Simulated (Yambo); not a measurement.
A BSE run in Yambo for MoCl6 (space group P-31m, No. 162) (LDA bands; 3×3×4 mesh, 18 valence and 6 conduction bands, static screening with 96 bands and a 3 Ry block, scissor 1.57 eV, Tamm-Dancoff; field along x) gives:

```json
[
 {"state": "1", "energy (eV)": "1.86", "states within 2 meV": "1", "relative strength": "< 0.01", "class": "dark"},
 {"state": "2", "energy (eV)": "1.94", "states within 2 meV": "2", "relative strength": "< 0.01", "class": "dark"},
 {"state": "3", "energy (eV)": "2.02", "states within 2 meV": "1", "relative strength": "< 0.01", "class": "dark"},
 {"state": "4", "energy (eV)": "2.02", "states within 2 meV": "2", "relative strength": "< 0.01", "class": "dark"},
 {"state": "5", "energy (eV)": "2.06", "states within 2 meV": "1", "relative strength": "< 0.01", "class": "dark"}
]
```

Axes are Cartesian, with cell vectors (Å) (6.17, 0.00, 0.00), (-3.09, 5.35, 0.00), (0.00, 0.00, 5.67).

### Question
What changes when the mesh is changed to 3×3×2 (with 18 valence and 6 conduction bands)?

### Answer
The lowest state goes from 1.860 eV to 1.750 eV, and its distance below the direct gap from 0.798 eV to 0.907 eV. These are vertical excitations (zero momentum); the indirect quasiparticle gap, about 2.54 eV, is smaller than the direct one (2.66 eV on the GW mesh). The scissor comes from a G0W0 run whose convergence isn't established.

Spin-orbit coupling is not included.

Geometry of the Materials Project entry, not relaxed at this level; primitive cell a = b = 6.173 Å, c = 5.666 Å, α = β = 90.00°, γ = 120.00°.

The structure is a Materials Project entry; no match was found in the copy of COD used, and its stability was not checked.
